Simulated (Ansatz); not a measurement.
In PBE in the plane-wave PAW code Ansatz, AlNi in the orthorhombic phase (Cmcm; Al on 4c, Ni on 4c) relaxes to a = 2.678 Å, b = 9.387 Å, c = 4.008 Å. Its formation energy from the elements is -0.49 eV/atom, with no fitted shifts.

Electronic character: metallic (no gap). The magnetic state found is non-magnetic (starting moments vanished).

The start of the workflow was typed in or built on a structure type; neither database checked (COD, Materials Project) lists it. It is not the phase usual at ambient conditions (space group No. 221). The cell was relaxed with PBE under the symmetry of its start; its stability against distortions is not shown here. The workflow began spin-polarised and lost its moments. Axis ratios of metals converge slowly with the k-mesh, so a and c are less sure than the volume. The references are the lowest solids computed at this level, not always the standard phases.

Potentials: the earlier of the program's two PAW sets.
